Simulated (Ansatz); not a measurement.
CoW:
```yaml
crystal:
  lattice:
    - [0.00000, 2.40986, 2.40986]
    - [2.40986, 0.00000, 2.40986]
    - [2.40986, 2.40986, 0.00000]
  atoms:
    - { symbol: Co, position: [0.00000, 0.00000, 0.00000] }
    - { symbol: W, position: [0.50000, 0.50000, 0.50000] }
```

Relaxed with PBEsol. Special points in fractions of this cell's reciprocal vectors: Γ (0.000, 0.000, 0.000); X (0.500, 0.000, 0.500); U (0.625, 0.250, 0.625); K (0.375, 0.375, 0.750); L (0.500, 0.500, 0.500); W (0.500, 0.250, 0.750).

Question: List the band energies nearest the Fermi level at these points for PBEsol in the plane-wave PAW code Ansatz.

Answer: In eV from the Fermi level; about four levels below and three above (degenerate sets whole), none deeper than 8.9 eV; points with the same levels are listed once.

```json
[
 {"k": "Γ", "below": "-4.52 -4.52 -4.23 -4.23 -4.23", "above": "1.74 1.74 1.74"},
 {"k": "X", "below": "-3.18 -1.51 -1.51 -1.21", "above": "1.44 1.88 1.88"},
 {"k": "U", "below": "-3.13 -3.12 -1.75 -0.50", "above": "0.29 0.85 1.53"},
 {"k": "L", "below": "-2.02 -2.02 -1.68 -1.68 -0.36", "above": "1.23 1.23 2.99"},
 {"k": "W", "below": "-3.53 -1.86 -1.49 -1.43", "above": "0.18 0.18 1.85"}
]
```

Space group Fm-3m (rock salt). The start of the workflow was typed in or built on a structure type; neither database checked (COD, Materials Project) lists it. Whether it is the stable phase at ambient conditions was not checked. The cell was relaxed with PBEsol under the symmetry of its start. At this level the phase is mechanically unstable. The workflow began spin-polarised and lost its moments. Its formation energy is positive at this level, so the cell may be metastable or incomplete. Spin–orbit coupling is left out wherever it is not named.

Potentials: the later of the program's two PAW sets.
